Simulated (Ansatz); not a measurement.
CdSe (zinc blende), conventional cell a = b = c = 6.133 Å, α = β = γ = 90.00°. The calculation uses the primitive cell of 2 atoms, to which meshes and values per cell refer.

E(V) scan at fixed shape, V₀ the volume above. Symmetry pins the atoms to their sites.

These are r2SCAN (plane waves to 500 eV, PAW, scalar-relativistic; Ansatz, a program for electronic structure) values and carry that method's errors. k mesh 9×9×9 (Γ-centred), Fermi-Dirac smearing 0.05 eV. E stands for the smeared free energy. CdSe was relaxed with its symmetry unable to fall. The PAW data are Ansatz's earlier set. The zero of ΔE is the relaxed starting cell.

```json
[
 {"V (Å³/atom)": "24.226", "ΔE (meV/atom)": "164.2"},
 {"V (Å³/atom)": "24.995", "ΔE (meV/atom)": "107.7"},
 {"V (Å³/atom)": "25.764", "ΔE (meV/atom)": "65.2"},
 {"V (Å³/atom)": "26.533", "ΔE (meV/atom)": "34.7"},
 {"V (Å³/atom)": "27.302", "ΔE (meV/atom)": "14.7"},
 {"V (Å³/atom)": "28.071", "ΔE (meV/atom)": "3.5"},
 {"V (Å³/atom)": "28.840", "ΔE (meV/atom)": "0.0"},
 {"V (Å³/atom)": "29.609", "ΔE (meV/atom)": "3.1"},
 {"V (Å³/atom)": "30.378", "ΔE (meV/atom)": "11.9"},
 {"V (Å³/atom)": "31.147", "ΔE (meV/atom)": "25.7"},
 {"V (Å³/atom)": "31.916", "ΔE (meV/atom)": "43.6"},
 {"V (Å³/atom)": "32.685", "ΔE (meV/atom)": "65.3"},
 {"V (Å³/atom)": "33.455", "ΔE (meV/atom)": "90.0"}
]
```

Question: What is the fitted pressure derivative B₀′?

Answer: 4.6.

Question: What bulk modulus B₀ follows from a third-order Birch-Murnaghan fit?

Answer: 51.5 GPa. Check by three points about V = 28.840 Å³/atom, step 0.769: d²E/dV² ≈ (3.5 − 2·0.0 + 3.1) meV / 0.769² = 0.0112 eV/Å⁶, and V·d²E/dV² × 160.2 = 51.5 GPa.

(Under strain, the slope of the energy per volume gives the stress and its curvature an elastic modulus.)
